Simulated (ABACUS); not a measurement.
## Sensitivity of a calculation on a model cell of In (Cmce, 4 atoms in the cell; prototype structure) to its settings

```yaml
crystal:
  lattice:
    - [2.02893, -6.41572, 0.00000]
    - [2.02893, 6.41572, 0.00000]
    - [0.00000, 0.00000, 5.35925]
  atoms:
    - { symbol: In, position: [0.39832, 0.60168, 0.58056] }
    - { symbol: In, position: [0.60168, 0.39832, 0.41944] }
    - { symbol: In, position: [0.89832, 0.10168, 0.91944] }
    - { symbol: In, position: [0.10168, 0.89832, 0.08056] }
```

Base run A: PBE, numerical atomic orbitals DZP (confined pseudo-atomic orbitals; energy shift 0.01 Ry), PseudoDojo 0.5 standard norm-conserving PBE (tails mended) pseudopotentials (ABACUS), self-consistent single point.

Its settings: basis = DZP numerical atomic orbitals, energy shift 0.01 Ry; KPT = Gamma 7 7 5 0 0 0; basis_type = lcao; ecutwfc = 100 Ry; smearing_method = mp; smearing_sigma = 0.0146997 Ry; potentials = PseudoDojo 0.5 standard norm-conserving PBE (tails mended); symmetry = 1; symmetry_prec = 1e-05; ks_solver = scalapack_gvx; scf_nmax = 100; scf_thr = 1.0e-07; mixing_type = broyden.

Lattice and positions were typed or generated, without prior relaxation. The atom-centred basis is finite, which shifts total energies against plane waves. Forces and stress are left out: the polarisation orbitals used for some of these elements are too diffuse to give them reliably, and gaps can carry the same lack. No clean gap shows at this smearing width and mesh (spacing up to 0.23 Å⁻¹); the mesh is coarse for partly filled bands, so the values carry mesh errors.

ΔF is the free energy per atom less that of run A. 

```json
[
 {"run": "A", "change": "base", "ΔF (meV/atom)": "0.00", "k-points": "48"},
 {"run": "B", "change": "KPT: Gamma 7 7 5 0 0 0 → Gamma 3 3 3 0 0 0", "ΔF (meV/atom)": "-75.7", "k-points": "8"},
 {"run": "C", "change": "KPT: Gamma 7 7 5 0 0 0 → Gamma 7 7 5 0 0 0.5", "ΔF (meV/atom)": "-8.1", "k-points": "48"},
 {"run": "D", "change": "symmetry: 1 → 0; symmetry_prec: 1e-05 → default", "ΔF (meV/atom)": "0.00", "k-points": "123"},
 {"run": "E", "change": "smearing_sigma: 0.0146997 Ry → 0.00220496 Ry", "ΔF (meV/atom)": "0.01", "k-points": "48"},
 {"run": "F", "change": "ecutwfc: 100 Ry → 115 Ry", "ΔF (meV/atom)": "0.01", "k-points": "48"},
 {"run": "G", "change": "nbands: default → 27", "ΔF (meV/atom)": "6.2", "k-points": "48"},
 {"run": "H", "change": "scf_nmax: 100 → 200; mixing_ndim: default → 2", "ΔF (meV/atom)": "0.00", "k-points": "48"},
 {"run": "I", "change": "scf_nmax: 100 → 200; mixing_beta: default → 0.2", "ΔF (meV/atom)": "0.00", "k-points": "48"}
]
```

Run C against A: The free energy falls by 8.1 meV/atom.

Run G against A: The free energy goes up by 6.2 meV/atom.

Run B against A: The free energy falls by 75.7 meV/atom.

Small differences between rows can be mesh errors.

The atomic orbitals were generated for these runs; they are not ABACUS's published sets and were checked against plane waves on a few crystals only.

“Tails mended”: in these copies of the files the far tail of each local potential was reset to the Coulomb form.
